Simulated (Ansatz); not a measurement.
Relaxed CoSn (CoSn type, space group P6/mmm):

```
CoSn
1.0
    5.24162     0.00000     0.00000
   -2.62081     4.53938     0.00000
    0.00000     0.00000     4.18794
Co Sn
3 3
Cartesian
  2.62081   0.00000   0.00000
  1.31041   2.26969   0.00000
 -1.31041   2.26969   0.00000
  0.00000   0.00000   0.00000
  0.00000   3.02625   2.09397
  2.62081   1.51313   2.09397
```

Scan: atom 2 (Co, nearest neighbour Sn at 2.583 Å; its periodic images, 4.2 Å or more away, move with it) is displaced along Cartesian z, direction (0.000, 0.000, 1.000) in Cartesian axes, by s. The other atoms stay.

Calculation: r2SCAN (plane waves to 500 eV, PAW, scalar-relativistic; Ansatz, a first-principles code). k mesh 8×8×9 (Γ-centred), Fermi-Dirac smearing 0.05 eV. The energy includes the smearing's −TS. Compression counts positive. With partly filled bands, energies and forces of such displacements shift with the k mesh and the smearing. CoSn is run without spin polarisation. CoSn was relaxed with its symmetry unable to fall. ΔE is measured from the undisplaced structure.

| s (Å) | P (GPa) | ΔE (meV/cell) |
|---|---|---|
| -0.260 | 1.7 | 276 |
| -0.208 | 1.1 | ? |
| -0.156 | 0.6 | ? |
| -0.104 | 0.3 | 40 |
| -0.052 | 0.1 | 10 |
| 0.000 | 0.0 | 0 |
| 0.052 | 0.1 | 10 |
| 0.104 | 0.3 | 40 |
| 0.156 | 0.6 | ? |
| 0.208 | 1.1 | ? |
| 0.260 | 1.7 | 276 |

Problem. Some entries are withheld; supply them.

Solution. 
- -0.208, ΔE (meV/cell): 170
- -0.156, ΔE (meV/cell): 93
- 0.156, ΔE (meV/cell): 93
- 0.208, ΔE (meV/cell): 170

(For displaced atoms, the force is minus the slope of the energy, and its curvature is a force constant, which sets phonon frequencies.)
